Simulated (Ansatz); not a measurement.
**Notes on Li$_{2}$LuB$_{2}$**

```
Li Lu B
1.0
     0.00000    3.70427    0.00000
     3.70427    0.00000    0.00000
     1.85213    1.85213   -4.30401
Li Lu B
2 1 2
Direct
  0.75000 0.25000 0.50000
  0.25000 0.75000 0.50000
  0.00000 0.00000 0.00000
  0.37500 0.37500 0.25000
  0.62500 0.62500 0.75000
```

The numbers come from plane-wave PAW DFT (Ansatz): PBEsol, no spin polarisation, 420 eV, 8×8×8 Γ-centred k points, cold occupations (width 0.032 eV). Nothing was relaxed.

Contacts: Li–B at 2.14 Å: least valence density 0.18 e/Å³ and ELF 0.06 there. B–B at 2.15 Å: least valence density 0.40 e/Å³ and ELF 0.70 there. Lu–B at 2.83 Å: least valence density 0.20 e/Å³ and ELF 0.21 there. These are pseudo-fields; inside the PAW spheres they differ from the all-electron ones.
Stress: The pressure is -1.8 GPa (compression positive), so with the atoms held at these fractions the cell would first shrink; the forces are large, so a full relaxation may end otherwise. The principal stresses -9.1, 1.8, 1.8 GPa differ, so its shape would change too.
Electronic structure: It is a metal, with about 2.1 states/eV a cell as the mean within 0.25 eV of the Fermi level, mostly B p (56 %) and Lu d (33 %).
Forces: The largest is on B4 (and as large on other atoms): 3.33 eV/Å, components (0.00, 0.00, 3.33). It makes 120° with the line to a nearest neighbour, Li1 at 2.14 Å.

Origin: a known structure type with other elements, at an estimated volume, so it need not be a known compound. Caveats: atoms or cell far from equilibrium.
